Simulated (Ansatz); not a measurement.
InSb (NiAs type, P6_3/mmc) under volume change, DFT-PBE in the program Ansatz with PAW potentials, shape and atoms relaxed at each volume.

| V (Å³/atom) | E − E(relaxed) (meV/atom) | P (GPa) |
|---|---|---|
| 26.676 | 40.8 | 5.44 |
| 27.556 | (withheld) | (withheld) |
| 28.435 | 4.0 | 1.50 |
| 29.315 | 0.0 | 0.00 |
| 30.194 | 3.6 | -1.26 |
| 31.074 | (withheld) | (withheld) |
| 31.953 | 28.6 | -3.18 |

Question: What belongs in the gaps?

Answer: 
- 27.556, E − E(relaxed) (meV/atom): 17.0
- 27.556, P (GPa): 3.30
- 31.074, E − E(relaxed) (meV/atom): 13.4
- 31.074, P (GPa): -2.31

Question: What does a third-order Birch–Murnaghan fit give for V₀, B₀ and B′?

Answer: V₀ = 29.31 Å³/atom, B₀ = 45.7 GPa, B′ = 4.9.

A made-up cell: these elements were put on the sites of a structure type; neither database checked (COD, Materials Project) lists it. It is not the phase usual at ambient conditions (space group No. 216). The PBE relaxation kept the symmetry of its start; whether a distortion lowers the energy is not shown. Scalar-relativistic: spin–orbit coupling is off unless named, which matters more the heavier the elements.

Potentials: the later of the program's two PAW sets.
